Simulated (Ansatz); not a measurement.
**CsHgCl3 under pressure**

These are results of Ansatz 0.2.0, DFT r2SCAN, scalar-relativistic, plane waves, PAW, not measurements. Run with 500 eV cutoff, 8×8×8 k-mesh, Gaussian smearing of 0.10 eV, no spin polarisation.

Starting point, cell and atoms relaxed:

```
Cs Hg Cl
1.0
     5.32518    0.00000    0.00000
     0.00000    5.32518    0.00000
     0.00000    0.00000    5.32518
Cs Hg Cl
1 1 3
Cartesian
  0.0000 0.0000 0.0000
  2.6626 2.6626 2.6626
  0.0000 2.6626 2.6626
  2.6626 0.0000 2.6626
  2.6626 2.6626 0.0000
```

Cell and atoms are relaxed at each pressure within the symmetry of the start, at zero temperature, so transitions that lower the symmetry aren't seen. The k-mesh given is that at zero pressure and may differ at others. a, b and c are the lengths of the cell vectors above.

Spin–orbit coupling is left out, which can shift energies with elements as heavy as these.

| P (GPa) | V (Å³/atom) | V/V0 | a (Å) | b (Å) | c (Å) |
| --- | --- | --- | --- | --- | --- |
| -3 | 34.05 | 1.127 | 5.542 | 5.542 | 5.542 |
| 0 | 30.20 | 1.000 | 5.325 | 5.325 | 5.325 |
| 3 | 28.07 | 0.929 | 5.197 | 5.197 | 5.197 |
| 8 | 25.78 | 0.854 | 5.052 | 5.052 | 5.052 |
| 15 | 23.73 | 0.786 | 4.914 | 4.914 | 4.914 |
| 30 | 21.06 | 0.697 | 4.722 | 4.722 | 4.722 |
| 60 | 18.18 | 0.602 | 4.496 | 4.496 | 4.496 |

Problem. What bulk modulus and pressure derivative fit these points?

Solution. A third-order Birch–Murnaghan fit gives B0 = 35 GPa and B0' = 4.8.

Symmetry holds off the tilts and polar distortions that many cubic perovskites undergo.